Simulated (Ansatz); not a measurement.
Cu$_{2}$O:
Space group Pn-3m, origin choice 1 (No. 224); a = b = c = 4.298 Å, α = β = γ = 90.00°

```json
[
 {"atom": "Cu", "site": "4b", "symmetry": ".-3m", "x": "0.2500", "y": "0.2500", "z": "0.2500"},
 {"atom": "O", "site": "2a", "symmetry": "-43m", "x": "0.0000", "y": "0.0000", "z": "0.0000"}
]
```

Relaxed with PBE. Plane-wave PAW PBE (Ansatz code) gives a gap of 0.48 eV.

### Question
What gap does HSE06 give on the same cell (Ansatz, PAW)?

### Answer
1.93 eV, 1.46 eV more. The hybrid was solved on a coarser mesh and at special points; its gap is the smallest among all of these.

```json
[
 {"k": "Γ", "v1 PBE": "0.00", "c1 PBE": "0.48", "v1 HSE06": "0.00", "c1 HSE06": "1.93"},
 {"k": "R", "v1 PBE": "-0.55", "c1 PBE": "2.47", "v1 HSE06": "…", "c1 HSE06": "…"},
 {"k": "M", "v1 PBE": "-0.63", "c1 PBE": "1.89", "v1 HSE06": "…", "c1 HSE06": "…"},
 {"k": "X", "v1 PBE": "-0.38", "c1 PBE": "2.19", "v1 HSE06": "…", "c1 HSE06": "…"}
]
```

### Question
Top valence (v1) and lowest conduction level (c1) in eV from each method's valence maximum (which need not be a listed point): supply the withheld HSE06 values.

### Answer

- R, v1 HSE06: -0.74
- R, c1 HSE06: 3.87
- M, v1 HSE06: -0.67
- M, c1 HSE06: 3.36
- X, v1 HSE06: -0.31
- X, c1 HSE06: 3.75

Cost on shared cores: the PBE run (SCF on a 7×7×7 mesh, then bands and DOS) very roughly 40 core-seconds, the HSE06 run (SCF on 4×4×4, then a few points) very roughly 2.8 core-minutes; the tasks are unlike.

The PBE relaxation kept the symmetry of its start. The run is not spin-polarised. No Hubbard U is applied.

Potentials: the later of the program's two PAW sets.
